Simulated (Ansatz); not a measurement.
ReW:
```yaml
crystal:
  lattice:
    - [3.13063, 0.00000, 0.00000]
    - [0.00000, 3.13063, 0.00000]
    - [0.00000, 0.00000, 3.13063]
  atoms:
    - { symbol: W, position: [0.00000, 0.00000, 0.00000] }
    - { symbol: Re, position: [0.50000, 0.50000, 0.50000] }
```

Relaxed with r²SCAN. Special points in fractions of this cell's reciprocal vectors: Γ (0.000, 0.000, 0.000); X (0.000, 0.500, 0.000); M (0.500, 0.500, 0.000); R (0.500, 0.500, 0.500).

### Question
List the band energies nearest the Fermi level at these points for DFT-r²SCAN in the program Ansatz with PAW potentials.

### Answer
In eV from the Fermi level; about four levels below and three above (degenerate sets whole), none deeper than 8.9 eV; points with the same levels are listed once.

```json
[
 {"k": "Γ", "below": "-6.88 -6.88 -2.32 -2.32 -2.32", "above": "1.57 1.57 4.34 4.34 4.34"},
 {"k": "X", "below": "-1.93 -1.93 -1.08 -1.08 -0.20", "above": "1.06 2.25 3.53"},
 {"k": "M", "below": "-4.70 -4.70 -0.01 -0.01", "above": "1.07 1.69 1.72"},
 {"k": "R", "below": "-4.20 -4.20 -4.20 -3.86 -3.86 -3.86", "above": "1.88 1.88 3.29 3.29"}
]
```

Space group Pm-3m (CsCl type). The cell is a constructed one: a structure type filled with these elements; neither database checked (COD, Materials Project) lists it. Whether it is the stable phase at ambient conditions was not checked. The cell was relaxed with r²SCAN under the symmetry of its start; whether a distortion lowers the energy is not shown. No spin polarisation was allowed. Spin–orbit coupling is left out wherever it is not named.

Potentials: the later of the program's two PAW sets.
